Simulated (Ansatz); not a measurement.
Consider the following.

Sn:
```xyz
2
Lattice="0.0000 3.3280 3.3280 3.3280 0.0000 3.3280 3.3280 3.3280 0.0000" Properties=species:S:1:pos:R:3 pbc="T T T"
Sn     1.6640     1.6640     1.6640
Sn     0.0000     0.0000     0.0000
```

This is the PBE-relaxed structure.

**Question.** All from PBE in the plane-wave PAW code Ansatz, unless another level is named. Estimate the density of states at the Fermi level.

**Answer.** 0.05 states/eV per atom (mean over ±0.08 eV).

**Question.** Predict the gap with spin–orbit coupling.

**Answer.** none (metallic).

Space group Fd-3m (diamond). This is a known low-temperature phase of the composition, computed here at zero pressure and temperature. The cell was relaxed with PBE under the symmetry of its start; phonons on a q-mesh show no instability. The volume moved by 30 % from the start of the relaxation. Scalar-relativistic: spin–orbit coupling is off unless named, which matters more the heavier the elements.

Potentials: the later of the program's two PAW sets.
